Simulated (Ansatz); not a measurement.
Molecular dynamics on a 1×1×1 supercell (4 atoms) of Si3C (ordering on diamond), relaxed with r2SCAN. Forces come from PBEsol in Ansatz 0.2.0: Langevin thermostat and barostat (NPT), 800 K, steps of 2 fs. Classical nuclei, no spin polarisation; a few dozen steps show the first response, not equilibrium. The structure comes from a prototype and may be hypothetical.

```yaml
crystal:
  lattice:
    - [1.6986113246, 0.9806937055, 5.8709154094]
    - [-1.6986113246, 0.9806937055, 5.8709154094]
    - [0.0, -1.961387411, 5.8709154094]
  atoms:
    - { symbol: C, position: [0.9989692349, -0.0010307651, -0.0010307651] }
    - { symbol: Si, position: [0.4966196746, 0.4966196746, 0.4966196746] }
    - { symbol: Si, position: [0.3638779033, 0.3638779033, 0.3638779033] }
    - { symbol: Si, position: [0.8905331871, 0.8905331871, 0.8905331871] }
kpoints:
  mp_grid: { grid: [4, 4, 4] }
hamiltonian:
  xc: pbesol
scf:
  occupations: { method: fermi_dirac, width: 0.069 }
md:
  ensemble: npt_langevin
  temperature: 800
  timestep: 2.0
  n_steps: 40
  initial_velocities: maxwell_boltzmann
  seed: 981
```

Command: `ansatz run input.yaml --threads 4 --pin off --max-ram 3686MiB --backend cpu --events-out ev --progress --plain --runs-dir out`.

**Question.** It ran on 4 threads of Arm Neoverse V2 (shared host). About how long did it take, and how much host memory at the peak?

**Answer.** About 22 s, with a peak of 0.39 GiB.

```
step  t (fs)  T (K)  free energy F from step 0 (meV/atom)  kinetic energy (meV/atom)  pressure (GPa)  volume (Å³/atom)  largest force (eV/Å)
   0       0    600                                   0.0                       77.6           -0.11             14.67                  0.61
   1       2    627                                   2.3                       81.0           -0.23             14.67                  0.74
   2       4    560                                   7.1                       72.3           -0.39             14.67                  1.03
   3       6    576                                  14.1                       74.4           -0.41             14.66                  1.30
   4       8    403                                  22.3                       52.1           -0.52             14.65                  1.57
   5      10    475                                  30.8                       61.4           -0.33             14.64                  1.84
   6      12    443                                  39.9                       57.3           -0.17             14.62                  2.11
   7      14    390                                  47.8                       50.4           -0.04             14.59                  2.30
   8      16    367                                  52.7                       47.4            0.01             14.58                  2.35
   9      18    355                                  54.0                       45.9            0.01             14.56                  2.27
  10      20    453                                  50.9                       58.6            0.08             14.53                  2.09
  11      22    504                                  45.0                       65.2            0.10             14.50                  1.87
  12      24    673                                  37.8                       87.0            0.28             14.47                  1.58
  13      26    761                                  30.2                       98.3            0.41             14.44                  1.29
  14      28    786                                  24.9                      101.5            0.59             14.40                  1.03
  15      30    647                                  22.9                       83.6            0.71             14.36                  0.82
  16      32    621                                  23.0                       80.3            1.01             14.33                  0.86
  17      34    487                                  25.5                       62.9            1.31             14.29                  1.00
  18      36    481                                  31.3                       62.1            1.85             14.25                  1.21
  19      38    512                                  40.7                       66.1            2.52             14.22                  1.46
  20      40    324                                  51.8                       41.9            3.06             14.18                  1.68
  21      42    222                                  61.3                       28.7            3.69             14.15                  1.84
  22      44    247                                  69.3                       32.0            4.37             14.12                  1.91
  23      46    148                                  74.8                       19.2            4.78             14.09                  2.02
  24      48    149                                  75.9                       19.3            5.07             14.07                  1.99
  25      50    186                                  73.0                       24.1            5.22             14.04                  1.84
  26      52    203                                  67.4                       26.3            5.21             14.02                  1.64
  27      54    337                                  61.6                       43.5            5.28             13.99                  1.49
  28      56    310                                  56.5                       40.1            5.25             13.97                  1.45
  29      58    415                                  50.6                       53.7            5.34             13.94                  1.41
  30      60    452                                  44.3                       58.4            5.31             13.92                  1.33
  31      62    532                                  38.6                       68.8            5.28             13.90                  1.17
  32      64    630                                  34.7                       81.4            5.28             13.89                  0.96
  33      66    646                                  32.8                       83.5            5.35             13.88                  0.72
  34      68    666                                  33.1                       86.1            5.61             13.86                  0.69
  35      70    624                                  37.0                       80.7            6.01             13.83                  1.06
  36      72    530                                  43.8                       68.5            6.53             13.81                  1.42
  37      74    435                                  53.1                       56.3            7.13             13.79                  1.76
  38      76    292                                  63.8                       37.8            7.63             13.77                  2.05
  39      78    182                                  72.2                       23.5            7.98             13.76                  2.24
  40      80    118                                  75.5                       15.2            8.18             13.75                  2.29
```

The temperature goes from 600 K to 118 K in 80 fs. The thermostat hasn't had time to restore it. The atoms start on their lattice sites with kinetic energy alone, so much of it first passes into potential energy. The first value is 3/4 of the setting, since velocities are drawn without the motion of the centre of mass and T is counted over all atoms.

Positions (Å) and forces (eV/Å) at step 40:
```
cell (Å): 1.662 0.960 5.745; -1.662 0.960 5.745; 0.000 -1.919 5.745
C    1.699   1.142   5.626    -1.383   1.074  -0.208
Si   0.025  -0.068   8.366    -0.127   0.266   0.896
Si  -0.056   0.312   6.188     1.374  -1.216  -1.368
Si   0.017  -0.038  15.228     0.136  -0.124   0.680
```
